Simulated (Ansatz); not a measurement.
## AlPt: pressure against volume

AlPt, P2_13, a = 4.878 Å. The structure is a Materials Project entry; whether it is the stable form wasn't checked. Ansatz: r2SCAN, PAW, 500 eV, Γ-centred 8×8×8 mesh on 8 atoms, Gaussian smearing 0.10 eV; no spin polarisation. Shape and atoms are relaxed at each volume; pressure is positive in compression.

| V (Å³/atom) | P (GPa) |
| --- | --- |
| 12.768 | ? |
| 13.203 | 23.95 |
| 13.638 | 14.59 |
| 14.073 | 6.70 |
| 14.509 | 0.05 |
| 14.944 | -5.55 |
| 15.379 | -10.26 |
| 15.959 | -15.39 |

Take V0 = 14.509 Å³/atom, count pressures from its P0 = 0.05 GPa, fit the third-order Birch–Murnaghan form to the other rows, and predict the missing pressure.

With the Eulerian strain f = ½[(V0/V)^(2/3) − 1] and y = (P − P0)/[3f(1 + 2f)^(5/2)], the form is the line y = B0 + 1.5 B0 (B0′ − 4) f. Rows (f, y): 0.03245, 209.8; 0.02107, 207.5; 0.01027, 205.1; -0.00975, 201.1; -0.01904, 198.9; -0.03076, 196.1. Means f = 0.0007067, y = 203.08; Σ(Δf)² = 0.003003, ΣΔfΔy = 0.6455; the slope is their ratio. y = 202.9 + 214.9 f GPa, so B0 = 202.9 GPa and B0′ = 4 + 2 × (214.9)/(3 × 202.9) = 4.71. At V = 12.768, f = 0.04448, y = 212.46 and P = 35.13 GPa. The run gave 35.05 GPa, so the fit is 0.08 GPa too high, a small miss on the scale of the series.

Spin–orbit coupling is left out, which can shift energies with elements as heavy as these.

Cost: 8 runs of about 22 core-minutes in all, on Intel Xeon Platinum 8259CL (Skylake/Cascade Lake) (shared hosts).